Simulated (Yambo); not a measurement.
RPA spectrum of BeS (zinc blende, space group F-43m, No. 216) on LDA bands in Yambo (18×18×18 mesh, 19 bands, 4 Ry local-field block, 0.2 eV broadening; field along x). CGrdSpXd merges neighbouring transition energies to save time; the report line [X-CG] gives the poles kept by one of the 4 MPI tasks, and where the merging fails may depend on that split.

| CGrdSpXd asked (%) | share reached (%) | poles used (one task) | static ε | largest change of Im ε (% of its maximum) | rough time |
|---|---|---|---|---|---|
| 100 | 100 | 2571 | 5.13 | 0.0 | 1 |
| 70 | 69 | 1799 | 5.14 | 0.1 | within a factor of two |
| 30 | 29 | 768 | 5.14 | 0.6 | within a factor of two |
| 15 | 4 | 110 | 5.21 | 12 | about 1/3 |
| 5 | 4 | 110 | 5.21 | 12 | about 1/3 |

All runs end normally. In the runs at 15 %, 5 % few poles are left or the spectrum changes by over a quarter of its peak, and no warning says so. Times are rough ratios from shared machines. The k mesh wasn't tested; the rows compare only with each other.

Geometry relaxed with LDA; primitive cell a = b = c = 3.3913 Å, α = β = γ = 60.00°.
